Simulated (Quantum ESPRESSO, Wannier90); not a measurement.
# Wannier functions of TiN (rock salt)

Structure: Materials Project mp-492, symmetrised, not relaxed again. COD (Crystallography Open Database) has an entry of this formula and space group (matched by these alone). Level: PBEsol, no spin polarisation, no spin-orbit coupling; pw.x of Quantum ESPRESSO at 68 Ry with PseudoDojo potentials, 12×12×12 k-points, Wannier90. Density: 12×12×12 mesh, cold smearing 0.01 Ry. A non-magnetic state is assumed, with no Hubbard U on the 3d ions.

On the energy scale of pw.x, whose zero is arbitrary, the Fermi level lies at 17.00 eV.

Input w.win:

```
num_bands = 17
num_wann = 9
exclude_bands = 1-5
num_iter = 800
conv_tol = 1.0e-6
conv_window = 4
dis_num_iter = 1000
dis_conv_tol = 1.0e-6
dis_froz_max = 18.50
write_hr = true
write_u_matrices = true
begin projections
Ti: s;d
N: p
end projections
begin unit_cell_cart
ang
    0.0000000000    2.1206250000    2.1206250000
    2.1206250000    0.0000000000    2.1206250000
    2.1206250000    2.1206250000    0.0000000000
end unit_cell_cart
begin atoms_frac
Ti   0.0000000000  0.0000000000  0.0000000000
N    0.5000000000  0.5000000000  0.5000000000
end atoms_frac
mp_grid = 12 12 12
begin kpoints
0.0000000000 0.0000000000 0.0000000000
0.0000000000 0.0000000000 0.0833333333
0.0000000000 0.0000000000 0.1666666667
... (1725 more lines: the 12x12x12 mesh through Gamma)
end kpoints
```

Input of pw2wannier90.x that gives the overlap and projection files (equivalent; here they were cut from one run over all bands):

```
&inputpp
  outdir = './out'
  prefix = 'pwscf'
  seedname = 'w'
  write_amn = .true.
  write_mmn = .true.
/
```

Output w.wout (banner and timings cut):

```
                                    ------
                                    SYSTEM
                                    ------

                              Lattice Vectors (Ang)
                    a_1     0.000000   2.120625   2.120625
                    a_2     2.120625   0.000000   2.120625
                    a_3     2.120625   2.120625   0.000000

                   Unit Cell Volume:      19.07311  (Ang^3)

                        Reciprocal-Space Vectors (Ang^-1)
                    b_1    -1.481447   1.481447   1.481447
                    b_2     1.481447  -1.481447   1.481447
                    b_3     1.481447   1.481447  -1.481447

 *----------------------------------------------------------------------------*
 |   Site       Fractional Coordinate          Cartesian Coordinate (Ang)     |
 +----------------------------------------------------------------------------+
 | ti   1   0.00000   0.00000   0.00000   |    0.00000   0.00000   0.00000    |
 | n    1   0.50000   0.50000   0.50000   |    2.12062   2.12062   2.12062    |
 *----------------------------------------------------------------------------*
                                ------------
                                K-POINT GRID
                                ------------

             Grid size = 12 x 12 x 12      Total points = 1728

 *---------------------------------- MAIN ------------------------------------*
 |  Number of Wannier Functions               :                 9             |
 |  Number of Objective Wannier Functions     :                 9             |
 |  Number of input Bloch states              :                17             |
 |  Output verbosity (1=low, 5=high)          :                 1             |
 |  Timing Level (1=low, 5=high)              :                 1             |
 |  Optimisation (0=memory, 3=speed)          :                 3             |
 |  Length Unit                               :               Ang             |
 |  Post-processing setup (write *.nnkp)      :                 F             |
 |  Using Gamma-only branch of algorithms     :                 F             |
 *----------------------------------------------------------------------------*
 *------------------------------- WANNIERISE ---------------------------------*
 |  Total number of iterations                :               800             |
 |  Number of CG steps before reset           :                 5             |
 |  Trial step length for line search         :             2.000             |
 |  Convergence tolerence                     :         0.100E-05             |
 |  Convergence window                        :                 4             |
 |  Iterations between writing output         :                 1             |
 |  Iterations between backing up to disk     :               100             |
 |  Write r^2_nm to file                      :                 F             |
 |  Write xyz WF centres to file              :                 F             |
 |  Write on-site energies <0n|H|0n> to file  :                 F             |
 |  Use guiding centre to control phases      :                 F             |
 |  Use phases for initial projections        :                 F             |
 *----------------------------------------------------------------------------*
 *------------------------------- DISENTANGLE --------------------------------*
 |  Using band disentanglement                :                 T             |
 |  Total number of iterations                :              1000             |
 |  Mixing ratio                              :             0.500             |
 |  Convergence tolerence                     :         1.000E-06             |
 |  Convergence window                        :                 3             |
 *----------------------------------------------------------------------------*
 *-------------------------------- PLOTTING ----------------------------------*
 |  Plotting Hamiltonian in WF basis          :                 T             |
 *----------------------------------------------------------------------------*

 *---------------------------------- K-MESH ----------------------------------*
 +----------------------------------------------------------------------------+
 |                    Distance to Nearest-Neighbour Shells                    |
 |                    ------------------------------------                    |
 |          Shell             Distance (Ang^-1)          Multiplicity         |
 |          -----             -----------------          ------------         |
 |             1                   0.213828                      8            |
 |             2                   0.246908                      6            |
 |             3                   0.349180                     12            |
 |             4                   0.409450                     24            |
 |             5                   0.427657                      8            |
 |             6                   0.493816                      6            |
 |             7                   0.538123                     24            |
 |             8                   0.552103                     24            |
       ... (lines left out)
 +----------------------------------------------------------------------------+
 | The b-vectors are chosen automatically                                     |
 | The following shells are used:                       1                     |
 +----------------------------------------------------------------------------+
 |                        Shell   # Nearest-Neighbours                        |
 |                        -----   --------------------                        |
 |                          1               8                                 |
 +----------------------------------------------------------------------------+
 | Completeness relation is fully satisfied [Eq. (B1), PRB 56, 12847 (1997)]  |
 +----------------------------------------------------------------------------+
 |                  b_k Vectors (Ang^-1) and Weights (Ang^2)                  |
 |                  ----------------------------------------                  |
 |            No.         b_k(x)      b_k(y)      b_k(z)        w_b           |
 |            ---        --------------------------------     --------        |
 |             1         0.123454    0.123454   -0.123454     8.201636        |
 |             2         0.123454   -0.123454    0.123454     8.201636        |
 |             3        -0.123454    0.123454    0.123454     8.201636        |
 |             4         0.123454    0.123454    0.123454     8.201636        |
 |             5        -0.123454   -0.123454    0.123454     8.201636        |
 |             6        -0.123454    0.123454   -0.123454     8.201636        |
 |             7         0.123454   -0.123454   -0.123454     8.201636        |
 |             8        -0.123454   -0.123454   -0.123454     8.201636        |
 +----------------------------------------------------------------------------+
 |                           b_k Directions (Ang^-1)                          |
 |                           -----------------------                          |
 |            No.           x           y           z                         |
 |            ---        --------------------------------                     |
 |             1         0.123454    0.123454   -0.123454                     |
 |             2         0.123454   -0.123454    0.123454                     |
 |             3        -0.123454    0.123454    0.123454                     |
 |             4         0.123454    0.123454    0.123454                     |
 +----------------------------------------------------------------------------+

 Starting a new Wannier90 calculation ...

 Reading overlaps from w.mmn

 Reading projections from w.amn

 *------------------------------- DISENTANGLE --------------------------------*
 +----------------------------------------------------------------------------+
 |                              Energy  Windows                               |
 |                              ---------------                               |
 |                   Outer:    8.90410  to   49.40026  (eV)                   |
 |                   Inner:    8.90410  to   18.50000  (eV)                   |
 +----------------------------------------------------------------------------+
   Number of target bands to extract:    9

                   Unitarised projection of Wannier functions
                   ------------------------------------------
   A_mn = <psi_m|g_n> --> S = A.A^+ --> U = S^-1/2.A
   In dis_project... done
   Using an inner window (linner = T)
   In dis_proj_froz... done

                   Extraction of optimally-connected subspace
                   ------------------------------------------
 +---------------------------------------------------------------------+<-- DIS
 |  Iter     Omega_I(i-1)      Omega_I(i)      Delta (frac.)           |<-- DIS
 +---------------------------------------------------------------------+<-- DIS
       1       9.06157504       8.93062979       1.466E-02    <-- DIS
       2       8.93800388       8.89449123       4.892E-03    <-- DIS
       3       8.90884260       8.86966527       4.417E-03    <-- DIS
       4       8.88283154       8.85055616       3.647E-03    <-- DIS
       5       8.86162420       8.83523986       2.986E-03    <-- DIS
       6       8.84447561       8.82261495       2.478E-03    <-- DIS
       ... (lines left out)
     101       8.71072068       8.71065133       7.961E-06    <-- DIS
       ... (lines left out)
     155       8.71029866       8.71029003       9.900E-07    <-- DIS
     156       8.71029715       8.71028882       9.564E-07    <-- DIS
     157       8.71029571       8.71028766       9.241E-07    <-- DIS

             <<<      Delta < 1.000E-06  over  3 iterations     >>>
             <<< Disentanglement convergence criteria satisfied >>>

        Final Omega_I     8.71028766 (Ang^2)

 +----------------------------------------------------------------------------+

 Writing checkpoint file w.chk... done

 *------------------------------- WANNIERISE ---------------------------------*
 +--------------------------------------------------------------------+<-- CONV
 | Iter  Delta Spread     RMS Gradient      Spread (Ang^2)            |<-- CONV
 +--------------------------------------------------------------------+<-- CONV

 ------------------------------------------------------------------------------
 Initial State
  WF centre and spread    1  ( -0.000004, -0.000001, -0.000002 )     2.41463255
  WF centre and spread    2  (  0.000002,  0.000005, -0.000001 )     0.70596451
  WF centre and spread    3  (  0.000000,  0.000000,  0.000000 )     0.94003096
  WF centre and spread    4  (  0.000000,  0.000000, -0.000000 )     0.94003048
  WF centre and spread    5  ( -0.000002, -0.000005, -0.000000 )     0.70596895
  WF centre and spread    6  ( -0.000000, -0.000000,  0.000000 )     0.94003017
  WF centre and spread    7  (  2.120626,  2.120624,  2.120624 )     0.84341686
  WF centre and spread    8  (  2.120624,  2.120626,  2.120625 )     0.84341760
  WF centre and spread    9  (  2.120624,  2.120625,  2.120625 )     0.84342318
  Sum of centres and spreads (  6.361870,  6.361874,  6.361871 )     9.17691526

      0     0.918E+01     0.0000000000        9.1769152886  <-- CONV
        O_D=      0.0000000 O_OD=      0.4666276 O_TOT=      9.1769153 <-- SPRD
 ------------------------------------------------------------------------------
      1    -0.148E+00     0.0642598124        9.0292751938  <-- CONV
        O_D=      0.0000000 O_OD=      0.3189875 O_TOT=      9.0292752 <-- SPRD
      2    -0.304E-01     0.0820821986        8.9989087568  <-- CONV
        O_D=      0.0000000 O_OD=      0.2886211 O_TOT=      8.9989088 <-- SPRD
      3    -0.272E-01     0.0630809311        8.9716623266  <-- CONV
        O_D=      0.0000000 O_OD=      0.2613747 O_TOT=      8.9716623 <-- SPRD
      4    -0.177E-01     0.0598605732        8.9539708852  <-- CONV
        O_D=      0.0000000 O_OD=      0.2436832 O_TOT=      8.9539709 <-- SPRD
      5    -0.851E-02     0.0408138084        8.9454599771  <-- CONV
        O_D=      0.0000000 O_OD=      0.2351723 O_TOT=      8.9454600 <-- SPRD
       ... (lines left out)
     30    -0.556E-06     0.0003028532        8.9280504664  <-- CONV
        O_D=      0.0000000 O_OD=      0.2177628 O_TOT=      8.9280505 <-- SPRD
     31    -0.366E-06     0.0003262061        8.9280500999  <-- CONV
        O_D=      0.0000000 O_OD=      0.2177624 O_TOT=      8.9280501 <-- SPRD
     32    -0.313E-06     0.0002307363        8.9280497870  <-- CONV
        O_D=      0.0000000 O_OD=      0.2177621 O_TOT=      8.9280498 <-- SPRD
             <<<     Delta < 1.000E-06  over  4 iterations     >>>
             <<< Wannierisation convergence criteria satisfied >>>
 Final State
  WF centre and spread    1  ( -0.000004, -0.000001, -0.000002 )     2.25527729
  WF centre and spread    2  (  0.000002,  0.000005, -0.000001 )     0.66832709
  WF centre and spread    3  ( -0.000000,  0.000000,  0.000000 )     0.94957557
  WF centre and spread    4  (  0.000000,  0.000000, -0.000000 )     0.94957517
  WF centre and spread    5  ( -0.000003, -0.000005, -0.000000 )     0.66833284
  WF centre and spread    6  ( -0.000000, -0.000000,  0.000000 )     0.94957464
  WF centre and spread    7  (  2.120626,  2.120624,  2.120624 )     0.82912726
  WF centre and spread    8  (  2.120624,  2.120627,  2.120626 )     0.82912786
  WF centre and spread    9  (  2.120624,  2.120625,  2.120625 )     0.82913204
  Sum of centres and spreads (  6.361870,  6.361874,  6.361871 )     8.92804975

         Spreads (Ang^2)       Omega I      =     8.710287664
        ================       Omega D      =     0.000000002
                               Omega OD     =     0.217762121
    Final Spread (Ang^2)       Omega Total  =     8.928049787
```
